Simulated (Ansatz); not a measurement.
Data:

LiTaO3:
```xyz
5
Lattice="3.8942 0.0000 0.0000 0.0000 3.8942 0.0000 0.0000 0.0000 3.9584" Properties=species:S:1:pos:R:3 pbc="T T T"
Ta     1.9471     1.9471     1.6039
Li     0.0000     0.0000     0.6292
O      1.9471     1.9471     3.4308
O      1.9471     0.0000     1.3362
O      0.0000     1.9471     1.3362
```

This is the LDA-relaxed structure.

### Question
All from DFT-LDA in the program Ansatz with PAW potentials, unless another level is named. Predict the formation energy from the elements (no fitted shifts).

### Answer
-2.75 eV/atom.

### Question
Next, the band gap?

### Answer
2.13 eV (indirect).

### Question
Next, the weight of the conduction-edge state by species (Voronoi cells)?

### Answer
Ta 68 %, O 29 %, Li 3 %.

### Question
What about the weight of the valence-edge state by species (Voronoi cells)?

### Answer
O 98 %.

### Question
Next, the conduction-band minimum?

### Answer
at Γ.

Space group P4mm. The start of the workflow was typed in or built on a structure type; neither database checked (COD, Materials Project) lists it. It is not the phase usual at ambient conditions (space group No. 161). The LDA relaxation kept the symmetry of its start. At this level the phase is dynamically unstable (imaginary phonons). No spin polarisation was allowed. The references are the lowest solids computed at this level, not always the standard phases (solids in place of the gases). Spin–orbit coupling is left out wherever it is not named.

Potentials: the earlier of the program's two PAW sets.
